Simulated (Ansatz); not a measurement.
Relaxing indium (beta-Sn type)

Level of theory: Ansatz, DFT, LDA (PW92), plane waves (420 eV) with PAW, scalar-relativistic. (PAW data from PBE, frozen cores regenerated.)

k-point mesh 11×11×8, Fermi-Dirac smearing 0.1 eV, no spin polarisation. Cell and atoms relax.

Starting structure:

```
CELL_PARAMETERS angstrom
-2.92939 2.92939 1.59945
2.92939 -2.92939 1.59945
2.92939 2.92939 -1.59945
ATOMIC_POSITIONS crystal
In 0.00000 0.00000 0.00000
In 0.75000 0.25000 0.50000
```

Problem. What cell does the relaxation end in?

Solution. C2/c with a = 3.051 Å, b = 8.800 Å, c = 3.764 Å, β = 94.26°; 25.19 Å³ per atom against 27.45 at the start (-8.2 %).

The cell has left the beta-Sn structure type; it ends in C2/c.

Problem. How much energy does the relaxation gain?

Solution. 58.1 meV per atom.

Path of the relaxation (the plane waves are chosen anew near the end, which can shift the energy a little):

```
step  E − E(final) (meV/atom)  V (Å³/atom)  P (GPa)  max force (eV/Å)
   0                    58.07       27.451    -2.61             0.000
   1                    38.66       25.603     0.00             0.000
   2                    36.56       25.456     0.26             0.001
   3                    35.60       25.559     0.08             0.001
   4                    33.52       25.553     0.06             0.001
   5                    26.89       25.512    -0.03             0.009
   6                    17.92       25.313    -0.06             0.043
   7                     9.65       24.966     0.43             0.091
   8                     6.25       25.129     0.13             0.073
   9                     2.58       25.071     0.21             0.010
  10                     0.92       25.155     0.04             0.008
  11                     0.51       25.381    -0.36             0.034
  12                     0.12       25.173     0.04             0.004
  13                     0.11       25.195     0.00             0.000
  14                     0.00       25.195     0.01             0.000
```

The k-point mesh keeps fewer symmetry operations than the starting structure has, so the cell can leave it.
